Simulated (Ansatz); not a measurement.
A generator proposed this cell of MgCd₂TeSe₂.

```
Mg Cd Te Se
1.0
     4.37274    0.00000    0.00000
    -2.18637    3.78691    0.00000
     0.00000    0.00000    9.74924
Mg Cd Te Se
1 2 1 2
Direct
  0.00000 0.00000 0.50000
  0.33333 0.66667 0.97732
  0.66667 0.33333 0.02268
  0.00000 0.00000 0.00000
  0.00000 0.00000 0.78301
  0.00000 0.00000 0.21699
```

All numbers below come from Ansatz 0.2.0, DFT PBE, scalar-relativistic, plane waves, PAW. Plane waves to 420 eV, a k mesh through Γ of 6×6×2 on the computed 6-atom cell and Gaussian smearing (0.10 eV); no spin polarisation.

Energies over the elements count from the elements' standard structures at the same level, with no fitted energy shifts.

Question: How far from equilibrium is it?

Answer: The pressure is 42.3 GPa (the mean over three directions, positive in compression), the largest force is 13.87 eV/Å, and the energy is +2.10 eV/atom against the elements. The shortest distance is 2.12 Å.

Question: Is it a good guess?

Answer: A poor one: relaxing gains about 2.4 eV/atom (the start's value is from the coarse mesh, so the gain is rough) in 23 ionic steps and ends at −0.29 eV/atom on the finer mesh. The symmetry stays P-3m1 (No. 164). The volume per atom grows by 12.3 %, from 26.9 to 30.2 Å³. The shortest distance goes from 2.12 Å (Te–Se) to 2.44 Å (Mg–Se). The ratio c/a of the conventional cell changes by a factor of 1.27. Conventional cell: a = 4.193 Å, c = 11.908 Å. Mg is surrounded by 2 Se at 2.44 Å; around Cd lie 3 Se at 2.85 Å and 3 Te at 3.15 Å; Te has 6 Cd at 3.15 Å and 2 Se at 3.52 Å; Se has 1 Mg at 2.44 Å, 3 Cd at 2.85 Å and 1 Te at 3.52 Å.

The last run used a 12×12×4 mesh (in the run's order of axes) for its 6-atom cell and Gaussian smearing of 0.10 eV. Spin–orbit coupling, which can matter for Te, is left out. The reference forms of Se and Te are held partly by dispersion forces, which this level lacks. The relaxation can't lower the symmetry of the start, and the grade says only how near the guess is to its own end. A structure relaxed within its symmetry needn't be a true minimum. Another cell of MgCd2TeSe2 relaxed alike, in P-3m1, lies 0.34 eV/atom lower, so this cell isn't the stable form at this level.
